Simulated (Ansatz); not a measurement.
Molecular dynamics on a 2×2×2 supercell (16 atoms) of CdTe (zincblende), relaxed with r2SCAN. Forces come from PBE in the PAW code Ansatz: a Langevin thermostat at fixed volume, 1300 K, steps of 3 fs. Classical nuclei, no spin polarisation; a few dozen steps show the first response, not equilibrium.

```yaml
crystal:
  lattice:
    - [0.0, 6.5599102315, 6.5599102315]
    - [6.5599102315, 0.0, 6.5599102315]
    - [6.5599102315, 6.5599102315, 0.0]
  atoms:
    - { symbol: Cd, position: [0.0, 0.0, 0.0] }
    - { symbol: Te, position: [0.125, 0.125, 0.125] }
    - { symbol: Cd, position: [0.0, 0.0, 0.5] }
    - { symbol: Te, position: [0.125, 0.125, 0.625] }
    - { symbol: Cd, position: [0.0, 0.5, 0.0] }
    - { symbol: Te, position: [0.125, 0.625, 0.125] }
    - { symbol: Cd, position: [0.0, 0.5, 0.5] }
    - { symbol: Te, position: [0.125, 0.625, 0.625] }
    - { symbol: Cd, position: [0.5, 0.0, 0.0] }
    - { symbol: Te, position: [0.625, 0.125, 0.125] }
    - { symbol: Cd, position: [0.5, 0.0, 0.5] }
    - { symbol: Te, position: [0.625, 0.125, 0.625] }
    - { symbol: Cd, position: [0.5, 0.5, 0.0] }
    - { symbol: Te, position: [0.625, 0.625, 0.125] }
    - { symbol: Cd, position: [0.5, 0.5, 0.5] }
    - { symbol: Te, position: [0.625, 0.625, 0.625] }
kpoints:
  mp_grid: { grid: [2, 2, 2] }
hamiltonian:
  xc: pbe
scf:
  occupations: { method: fermi_dirac, width: 0.112 }
md:
  ensemble: nvt_langevin
  temperature: 1300
  timestep: 3.0
  n_steps: 30
  initial_velocities: maxwell_boltzmann
  seed: 8762
```

Command: `ansatz run input.yaml --threads 4 --pin off --max-ram 3686MiB --backend cpu --events-out ev --progress --plain --runs-dir out`. Wall time 4.5 min on 4 threads of Arm Neoverse V2, with other jobs on the host, load about 0.6 per core; peak host memory 2.5 GiB.

Q: How do temperature and energy develop?

A: The temperature starts at 1219 K, is lowest at step 21 (615 K, 63 fs) and ends at 1257 K. The atoms start on their lattice sites with kinetic energy alone, so much of it first passes into potential energy. By the last step the atoms have moved 0.27 Å in the root mean square, the drift of the whole cell taken out, 0.60 Å at most.
```tsv
step	t (fs)	T (K)	free energy F from step 0 (meV/atom)	kinetic energy (meV/atom)	largest force (eV/Å)
0	0	1219	0.0	157.5	0.00
1	3	1206	0.6	155.8	0.18
2	6	1309	2.5	169.2	0.37
3	9	1619	5.9	209.3	0.58
4	12	1533	11.0	198.2	0.80
5	15	1490	17.5	192.5	1.02
6	18	1483	25.4	191.7	1.24
7	21	1485	34.4	192.0	1.43
8	24	1495	44.5	193.3	1.60
9	27	1390	55.3	179.7	1.75
10	30	1423	66.7	184.0	1.87
11	33	1403	79.1	181.3	2.04
12	36	1228	91.8	158.7	2.34
13	39	959	103.8	124.0	2.62
14	42	1076	115.2	139.1	2.90
15	45	945	126.0	122.1	3.19
16	48	830	135.0	107.3	3.43
17	51	673	142.2	87.0	3.60
18	54	733	147.8	94.7	3.71
19	57	641	151.0	82.9	3.72
20	60	644	152.7	83.3	3.68
21	63	615	152.7	79.5	3.59
22	66	688	150.0	89.0	3.37
23	69	852	146.0	110.1	3.09
24	72	915	141.4	118.3	2.79
25	75	1052	136.2	136.0	2.46
26	78	1201	131.3	155.3	2.10
27	81	1152	127.3	148.9	1.76
28	84	1309	125.0	169.2	1.55
29	87	1290	124.4	166.8	1.52
30	90	1257	124.9	162.5	1.58
```

Positions (Å) and forces (eV/Å) at step 30:
```
Cd  -0.136   0.007  -0.192     0.688   0.141   0.134
Te   1.718   1.614   1.623    -1.180   0.579  -0.667
Cd   3.288   3.366   0.292     0.097  -0.270  -1.060
Te   4.955   5.069   1.542    -0.652   0.330   0.506
Cd   3.089   0.007   3.168     0.974  -0.574  -0.158
Te   4.764   1.395   4.805     0.186   1.570  -0.001
Cd   6.574   3.553   3.072    -0.260  -0.746   0.521
Te   8.273   4.903   4.754     0.206  -1.024   0.784
Cd  -0.156   3.164   3.192     0.817   0.504  -0.125
Te   1.975   5.153   5.314    -0.759  -0.099  -1.014
Cd   3.121   6.704   3.315     0.052  -0.256  -0.248
Te   5.114   7.979   4.703    -0.482   0.290   1.192
Cd   3.247   3.190   6.601     0.525  -0.811   0.364
Te   5.031   4.909   8.157    -0.390  -0.009  -0.024
Cd   6.737   6.403   6.451    -0.537   0.009  -0.114
Te   7.937   8.125   8.222     0.713   0.364  -0.089
```
